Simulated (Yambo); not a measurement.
Yambo run on Mg₂Si (space group Fm-3m, No. 225). The wavefunctions are PBE (pw.x of Quantum ESPRESSO, ONCV potentials, no spin-orbit coupling) ones on a 4×4×4 mesh (12 occupied bands); a = b = c = 4.483 Å, α = β = γ = 60.00°.

Yambo input:

```
rim_cut
gw0
dyson
el_el_corr
HF_and_locXC
cohsex
em1s
RandQpts= 1000000
RandGvec= 1 Ry
EXXRLvcs= 84 Ry
VXCRLvcs= 336 Ry
Chimod= "HARTREE"
% BndsRnXs
 9 | 143 |
%
NGsBlkXs= 10 Ry
% LongDrXs
 1.0 | 1.0 | 1.0 |
%
ExtendOut
% QPkrange
 1 | 1 | 12 | 13 |
 7 | 7 | 13 | 13 |
%
```

k points by index: 1 = Γ, 7 = X.

Resulting energies as the program prints them:

```
#    K-point    Band    Eo [eV]    E [eV]    E-Eo [eV]    Vxc [eV]    Vnlxc [eV]    Sc|Eo [eV]    Re(Z)    Im(Z)
#
    1    12    0.000000    -2.794347    -2.794347    -10.09069    -11.31627    -1.568767    1.000000    0.000000
    1    13    1.891372    0.128698    -1.762674    -9.244016    -5.189239    -5.817450    1.000000    0.000000
    7    13    0.203369    -1.452478    -1.655847    -7.748161    -4.474469    -4.929540    1.000000    0.000000
```
(The two width columns are left out.) Convergence of these settings isn't established.

Geometry of the Materials Project entry, not relaxed at this level.
